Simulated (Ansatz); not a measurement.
**Nuclear-site quantities of SbP as the cell is scaled**

```
CELL_PARAMETERS angstrom
0.00000 2.81773 2.81773
2.81773 0.00000 2.81773
2.81773 2.81773 0.00000
ATOMIC_POSITIONS crystal
Sb 0.00000 0.00000 0.00000
P 0.50000 0.50000 0.50000
```

Atom numbers follow the list: Sb1, P2.

The cell was built from the rocksalt type and relaxed in the same program, and has space group Fm-3m; it needn't be a known or the stable phase.

Spin–orbit coupling is left out, though it moves levels of the heavy atoms by tenths of an eV or more.

Method: Ansatz 0.2.0, DFT, PBE, all-electron PAW with datasets made for the crystal, scalar-relativistic.

Sampling and basis: a Γ-centred 11×11×11 k mesh, Fermi–Dirac smearing of 0.05 eV, cutoff 180 eV (chosen by the program for this cell), no spin polarisation.

The contact density is the mean electron density over the nuclear volume; its changes set Mössbauer isomer shifts. Changes below are taken from the unscaled cell, where it is 1.35003e+06 e/Å³ at Sb1, 16040.6 e/Å³ at P2.

| V/V(cell) | P (GPa) | Δρ(0) Sb1 (e/Å³) | Δρ(0) P2 (e/Å³) |
| --- | --- | --- | --- |
| 0.9600 | 3.4 | -3.87 | ? |
| 1.0000 | 0.0 | 0.00 | 0.00 |
| 1.0400 | -2.8 | ? | ? |

Give the missing entry: row "1.0400", column "Δρ(0) Sb1 (e/Å³)".

3.20.

Fill in "Δρ(0) P2 (e/Å³)" for the row "1.0400".

0.39.

Fill in "Δρ(0) P2 (e/Å³)" for the row "0.9600".

-0.41.

The datasets are made afresh for each cell, so very small changes are uncertain. Scalar relativity leaves out the p1/2 density at heavy nuclei.
